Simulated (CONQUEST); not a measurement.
Consider a self-consistent single point of Zn3CdSe4 (Amm2, 16 atoms in the cell; from Materials Project mp-1215531, changed as shown).

```
Zn3CdSe4
1.0
    4.13955     0.00000     0.00000
    0.00000     8.45285     0.00000
    0.00000     0.00000    11.72734
Zn Cd Se
6 2 8
Direct
  0.00000   0.50000   0.49982
  0.50000   0.74922   0.24987
  0.50000   0.25078   0.24987
  0.00000   0.00000   0.99982
  0.50000   0.24922   0.74987
  0.50000   0.75078   0.74987
  0.00000   0.50000   0.00114
  0.00000   0.00000   0.50114
  0.50000   0.50000   0.86324
  0.00000   0.23918   0.13064
  0.00000   0.76082   0.13064
  0.50000   0.50000   0.37477
  0.50000   0.00000   0.36324
  0.00000   0.73918   0.63064
  0.00000   0.26082   0.63064
  0.50000   0.00000   0.87477
```

Computed with PBEsol, numerical atomic orbitals double-zeta with polarisation (the shipped basis), PseudoDojo norm-conserving potentials made for PBEsol run with CONQUEST.

CONQUEST settings:

basis: DZP
Diag.MPMeshX, Y, Z: 3 2 1
potentials: PseudoDojo norm-conserving PBEsol
Grid.GridCutoff: 140 Ha
DM.SolutionMethod: diagon
Diag.kT: 0.000367 Ha
Diag.GammaCentred: true
minE.SCTolerance: 1.0e-07
SC.MaxIters: 100
SC.LinearMixingFactor: 0.5
SC.KerkerPreCondition: true
SC.KerkerFactor: 0.1 1/bohr
AtomMove.TypeOfRun: static

Results:

```
Quantity                                                   Value
------------------------------------------------  --------------
Number of valence electrons                                  288
Number of bands                                              296
Number of k-points after the program's reduction               5
Size of the basis                                            296
Number of SCF iterations                                       8
FFT grid                                           48 × 96 × 120
Free energy E − TS                                -70012.6766 eV
Pressure                                               -2.38 GPa
Largest force (vector length)                         0.153 eV/Å
```

Forces (eV/Å):
```
atom     Fx      Fy      Fz
----  -----  ------  ------
Zn1   0.000   0.000   0.062
Zn2   0.000  -0.027   0.100
Zn3   0.000   0.027   0.100
Zn4   0.000   0.000   0.062
Zn5   0.000  -0.027   0.100
Zn6   0.000   0.027   0.100
Cd7   0.000   0.000   0.153
Cd8   0.000   0.000   0.153
Se9   0.000   0.000  -0.064
Se10  0.000   0.062  -0.129
Se11  0.000  -0.062  -0.129
Se12  0.000   0.000  -0.087
Se13  0.000   0.000  -0.064
Se14  0.000   0.062  -0.129
Se15  0.000  -0.062  -0.129
Se16  0.000   0.000  -0.087
```

Stress (GPa, positive for compression):
```
-1.16   0.00   0.00
 0.00  -3.37   0.00
 0.00   0.00  -2.62
```

For comparison: a first run was changed to give this one (lattice vector b scaled by 1.02), and from it to this one the free energy rises by 7.8 meV/atom and the pressure goes from -1.47 to -2.38 GPa.

The program uses no crystal symmetry, so grid and mesh can part values that symmetry would make equal. The atom-centred basis is finite, which shifts total energies, pressures and forces against plane waves. The structure comes from a collection of computed structures, made at another level of theory; the collection holds predicted forms beside known ones.

Cost on one core: roughly 80 core-seconds.
